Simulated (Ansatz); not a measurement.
Starting cell, WS₂ (2H-MoS2 type, space group P6_3/mmc):

```yaml
crystal:
  lattice:
    - [3.15408, 0.00000, 0.00000]
    - [-1.57704, 2.73152, 0.00000]
    - [0.00000, 0.00000, 12.13731]
  atoms:
    - { symbol: W, position: [0.33333, 0.66667, 0.25000] }
    - { symbol: W, position: [0.66667, 0.33333, 0.75000] }
    - { symbol: S, position: [0.33333, 0.66667, 0.62026] }
    - { symbol: S, position: [0.66667, 0.33333, 0.12026] }
    - { symbol: S, position: [0.66667, 0.33333, 0.37974] }
    - { symbol: S, position: [0.33333, 0.66667, 0.87974] }
```

In this cell atom 5 (S, nearest neighbour W at 2.407 Å; its periodic images, 3.2 Å or more away, move with it) is moved by u·(1.000, 0.000, 0.000) + v·(0.000, 1.000, 0.000); the rest is frozen.

Computed with PBE-D3(BJ) (plane waves to 420 eV, PAW, scalar-relativistic; Ansatz, a first-principles code). k mesh 10×10×3 (Γ-centred), Fermi-Dirac smearing 0.05 eV. Points where atoms come too close for the PAW data are left out (x in tables, blank in figures). As the smearing reaches across the gap at some points, energies and forces of such displacements shift with the k mesh and the smearing. Fu and Fv are the components of the force on the atom. Spin-orbit coupling is left out, though W is heavy. WS2 is run without spin polarisation. WS2 was relaxed with its symmetry unable to fall. The last digit holds for this mesh only.

Changes of Fv (eV/Å) from the point u = 0.000 Å, v = 0.000 Å when one coordinate moves alone (two changes are said to add if the coupling is within 5 % of the smaller one, nearly so within 20 %):

```
point                      change
-------------------------  ------
u = 0.000 Å, v = -0.395 Å   4.984
u = -0.395 Å, v = 0.000 Å  -1.045
u = 0.395 Å, v = 0.000 Å   -1.045
u = 0.000 Å, v = 0.395 Å   -2.934
u = 0.000 Å, v = 0.790 Å   -2.339
```

Question: What is the change at u = 0.395 Å, v = 0.395 Å, where both move, and how far is it from the sum?

Answer: The sum of the single changes is -1.045 + (-2.934) = -3.979; the calculation gives -3.599, so the coupling contributes 0.380 (over 20 % of the smaller single change, not additive).

(For displaced atoms, the force is minus the slope of the energy, and its curvature is a force constant, which sets phonon frequencies.)
